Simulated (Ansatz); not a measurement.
**Question.** Cl (molecular I2 type, Cmce) is relaxed with r²SCAN+D4 in the plane-wave PAW code Ansatz. What lattice parameters of the conventional cell result?

**Answer.** a = 6.375 Å, b = 4.071 Å, c = 8.195 Å.

**Question.** Give the free coordinates with the occupied sites.

**Answer.** In one choice of origin and axes:

```
atom  site  symmetry       x       y       z
----  ----  --------  ------  ------  ------
Cl      8f       m..  0.0000  0.3779  0.1067
```

**Question.** Is it a metal or does it have a gap at this level?

**Answer.** A gap of 2.62 eV, direct.

Symmetry was held in the r²SCAN+D4 relaxation. The substance is a gas or liquid at ambient conditions; this is its low-temperature solid.

Potentials: the later of the program's two PAW sets.
